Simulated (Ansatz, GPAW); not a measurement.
Given: the input of a run of Ansatz 0.2.0 on In3Se. Atoms were shifted at random by some hundredths of an Å from the given cell, which wasn't relaxed again for these runs. The cell comes from a database or a generator and needn't be the stable form of this composition.

File input.yaml:

```yaml
crystal:
  lattice:
    - [4.803758, 0.0, 0.0]
    - [0.0, 4.803758, 0.0]
    - [0.0, 0.0, 4.803758]
  atoms:
    - { symbol: In, position: [0.487406, 0.508762, 0.000268] }
    - { symbol: In, position: [0.502397, -0.006466, 0.497843] }
    - { symbol: In, position: [-0.007182, 0.497285, 0.498873] }
    - { symbol: Se, position: [-0.00124, 0.000562, 0.000786] }
kpoints:
  mp_grid: { grid: [6, 6, 6] }
scf:
  occupations: { method: fermi_dirac, width: 0.05 }
hamiltonian:
  xc: pbesol
  pseudopotentials: { kind: all_electron, lapw: { basis_error: 0.001 } }
output:
  forces: true
  stress: true
  eigenvalues: true
  populations: true
```

Potentials or basis: all-electron LAPW, scalar-relativistic.

The run is started by

```sh
$ ansatz run input.yaml --threads 2 --pin off --max-ram 8192MiB --backend cpu --events-out ev --progress --plain --runs-dir out
```

Question: Set up the same calculation for GPAW 26.7.0 (ASE script). Potentials or basis there: PAW data sets generated for this functional, cutoff 600 eV.

Answer: As run (cutoffs and basis follow the program's own potentials, and thresholds, step limits or extra output files can differ):

The input run.py:

```python
from ase import Atoms
from ase.dft.bandgap import bandgap
from ase.io import write
from ase.units import GPa
from gpaw import GPAW, PW, setup_paths

setup_paths.insert(0, '.')

atoms = Atoms(['In', 'In', 'In', 'Se'],
              cell=[[4.803758, 0.0, 0.0],
                    [0.0, 4.803758, 0.0],
                    [0.0, 0.0, 4.803758]],
              scaled_positions=[[0.487406, 0.508762, 0.000268],
                                [0.502397, -0.006466, 0.497843],
                                [-0.007182, 0.497285, 0.498873],
                                [-0.00124, 0.000562, 0.000786]],
              pbc=True)

calc = GPAW(mode=PW(600),
            xc='PBEsol',
            kpts={'size': (6, 6, 6), 'gamma': True},
            occupations={'name': 'fermi-dirac', 'width': 0.05},
            nbands=37,
            convergence={'density': 1e-05, 'energy': 1e-05},
            maxiter=150,
            txt='gpaw.txt')
atoms.calc = calc
energy = atoms.get_potential_energy()
forces = atoms.get_forces()
stress = atoms.get_stress()
calc.write('gs.gpw')
write('result.traj', atoms)
print(f'Energy: {energy:.6f} eV')
print('Forces (eV/A):')
print(forces.round(4))
print('Stress (GPa):', (stress / GPa).round(3))
print('Fermi level:', round(calc.get_fermi_level(), 4), 'eV')
print(f'Gap: {bandgap(calc)[0]:.4f} eV, direct: {bandgap(calc, direct=True)[0]:.4f} eV')
```

Potentials or basis: PAW data sets generated in the run's folder for this functional, pw.

Launch:

```console
$ gpaw-setup -f PBEsol In Se
$ OMP_NUM_THREADS=1 python run.py
```

Both were run:

|  | Ansatz | GPAW |
| --- | --- | --- |
| Pressure | -2.9 GPa | -3.1 GPa |
| Largest force | 0.091 eV/Å | 0.088 eV/Å |

Where Ansatz's input types no cutoff or centring, it takes its own default and a Γ-centred mesh.

Pressure is positive in compression.
